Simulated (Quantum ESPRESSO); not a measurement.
## Band energies of Rh2S3

```
CELL_PARAMETERS angstrom
      2.99245     1.72769     5.26181
     -2.99245     1.72769     5.26181
      0.00000    -3.45539     5.26181
ATOMIC_POSITIONS crystal
  S  0.04983 0.75000 0.45017
  S  0.95018 0.25000 0.54982
  S  0.45018 0.04983 0.75000
  S  0.54983 0.95017 0.25000
  S  0.75000 0.45017 0.04982
  S  0.25000 0.54983 0.95017
  Rh 0.35010 0.35010 0.35010
  Rh 0.64990 0.64990 0.64990
  Rh 0.14990 0.14990 0.14990
  Rh 0.85010 0.85010 0.85010
```

norm-conserving PBEsol (Quantum ESPRESSO, 88 Ry, no spin-orbit coupling); path ΓLB1,BZΓX,QFP1Z,LP; energies in eV from the valence-band maximum.

```
k (1/Å)  point  band 48  band 49  band 50  band 51  band 52  band 53  band 54  band 55
-------  -----  -------  -------  -------  -------  -------  -------  -------  -------
0.00         Γ    -1.63    -0.49    -0.27    -0.27     0.00     0.63     0.63     1.16
0.43              -1.22    -1.01    -0.92    -0.46    -0.35     0.93     1.02     1.60
0.64         L    -1.21    -0.97    -0.97    -0.56    -0.56     1.34     1.34     1.66
0.89              -1.09    -0.97    -0.97    -0.55    -0.55     0.98     0.98     1.60
1.14        B1    -1.24    -0.86    -0.86    -0.48    -0.48     0.68     0.68     1.44
1.14         B    -1.24    -0.86    -0.86    -0.48    -0.48     0.68     0.68     1.44
1.69         Z    -0.99    -0.92    -0.92    -0.92    -0.92     1.39     1.39     1.39
2.09              -1.49    -0.60    -0.38    -0.38    -0.26     0.69     0.69     1.25
2.28         Γ    -1.63    -0.49    -0.27    -0.27     0.00     0.63     0.63     1.16
2.44              -1.53    -0.56    -0.39    -0.26    -0.13     0.68     0.69     1.14
2.75              -1.12    -1.03    -0.88    -0.48    -0.30     0.87     1.05     1.41
3.06         X    -1.05    -0.84    -0.72    -0.67    -0.48     0.63     0.70     1.36
3.06         Q    -1.05    -0.84    -0.72    -0.67    -0.48     0.63     0.70     1.36
3.33         F    -1.26    -0.78    -0.54    -0.52    -0.51     0.42     0.75     0.95
3.33        P1    -1.17    -0.99    -0.90    -0.36    -0.35     0.57     0.84     1.19
3.49              -1.09    -1.02    -1.00    -0.45    -0.42     0.82     1.07     1.45
3.81         Z    -0.99    -0.92    -0.92    -0.92    -0.92     1.39     1.39     1.39
3.81         L    -1.21    -0.97    -0.97    -0.56    -0.56     1.34     1.34     1.66
3.95              -1.14    -1.08    -0.80    -0.69    -0.38     0.97     1.35     1.58
4.23         P    -1.17    -0.99    -0.90    -0.36    -0.35     0.57     0.84     1.19
```

The PBEsol gap is indirect, 0.42 eV, from Γ to F; the smallest direct gap is 0.63 eV.

Spin-orbit splittings are left out.

Geometry of the Materials Project entry, not relaxed at this level.

The structure is a Materials Project entry; no match was found in the copy of COD used, and its stability was not checked.
